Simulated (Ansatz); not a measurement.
A geometry of SnO2 away from equilibrium: step 3 of the relaxation of a relaxed SnO2 cell, doubled along one cell vector, shaken by Gaussian noise of σ = 0.08 Å a coordinate. All values below come from r2SCAN (plane waves to 500 eV, PAW, scalar-relativistic; Ansatz, an electronic-structure program). Γ-centred k-mesh 8×4×8 on the run's cell (coarser than for final values), Fermi–Dirac smearing 0.05 eV. The plane waves were selected for a different cell earlier on the path.

```yaml
crystal:
  lattice:
    - [1.57196, 0.94700, 4.27117]
    - [-3.22951, 1.87426, 8.57807]
    - [-0.02994, -1.83288, 4.26920]
  atoms:
    - { symbol: Sn, position: [0.49789, 0.24924, 0.49739] }
    - { symbol: Sn, position: [0.50160, 0.75025, 0.49376] }
    - { symbol: O, position: [0.24822, 0.11463, 0.24048] }
    - { symbol: O, position: [0.24822, 0.61482, 0.23834] }
    - { symbol: O, position: [0.75619, 0.37884, 0.75430] }
    - { symbol: O, position: [0.75981, 0.87845, 0.74897] }
```

What forces act on the atoms (eV/Å)?


| atom | Fx | Fy | Fz |
|---|---|---|---|
| Sn1 | 0.28 | 0.01 | -0.19 |
| Sn2 | 0.28 | -0.12 | -0.28 |
| O3 | -0.25 | 0.05 | 0.34 |
| O4 | -0.20 | 0.01 | 0.41 |
| O5 | -0.03 | 0.07 | -0.19 |
| O6 | -0.08 | -0.02 | -0.08 |

The path ends in R-3m (No. 166). No spin polarisation in the result. No dispersion correction is included, so spacings between layers, chains or molecules are soft and tend to come out too large.

The first start was generated by placing the elements on the sites of a structure type. Materials Project lists a structure of SnO2 in the same space group, R-3m (No. 166); the sites were not compared with it, nor with measured phases. Known forms of SnO2 include space group No. 136.
